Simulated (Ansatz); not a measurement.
MnPt (L1₀ or tetragonal B2, P4/mmm) under volume change, PBEsol in the plane-wave PAW code Ansatz, shape and atoms relaxed at each volume.

```json
[
 {"V (Å³/atom)": "12.696", "E − E(relaxed) (meV/atom)": "…", "P (GPa)": "…"},
 {"V (Å³/atom)": "13.114", "E − E(relaxed) (meV/atom)": "…", "P (GPa)": "…"},
 {"V (Å³/atom)": "13.533", "E − E(relaxed) (meV/atom)": "8.6", "P (GPa)": "6.75"},
 {"V (Å³/atom)": "13.951", "E − E(relaxed) (meV/atom)": "0.0", "P (GPa)": "0.01"},
 {"V (Å³/atom)": "14.370", "E − E(relaxed) (meV/atom)": "7.5", "P (GPa)": "-5.58"},
 {"V (Å³/atom)": "14.788", "E − E(relaxed) (meV/atom)": "28.3", "P (GPa)": "-10.22"},
 {"V (Å³/atom)": "15.207", "E − E(relaxed) (meV/atom)": "60.2", "P (GPa)": "-14.08"}
]
```

### Question
Complete the blanks.

### Answer

- 12.696, E − E(relaxed) (meV/atom): 87.4
- 12.696, P (GPa): 24.44
- 13.114, E − E(relaxed) (meV/atom): 36.5
- 13.114, P (GPa): 14.85

### Question
What does a third-order Birch–Murnaghan fit give for V₀, B₀ and B′?

### Answer
V₀ = 13.95 Å³/atom, B₀ = 204 GPa, B′ = 5.1.

The start of the workflow was typed in or built on a structure type; the Crystallography Open Database files this formula in space group No. 123, but the cells were not matched. Whether it is the stable phase at ambient conditions was not checked. Symmetry was held in the PBEsol relaxation, as lowered by the spin order; its stability against distortions is not shown here. Magnetic state: antiferromagnetic, chosen from 5 collinear starts compared on coarse meshes (ties went to the first, and starts can fall back to one state), not a proven ground state. Spin–orbit coupling is left out wherever it is not named.

Potentials: the earlier of the program's two PAW sets. The files were generated under PBE; for other functionals the program regenerates the frozen cores, and for LDA and PBEsol the local potential too.
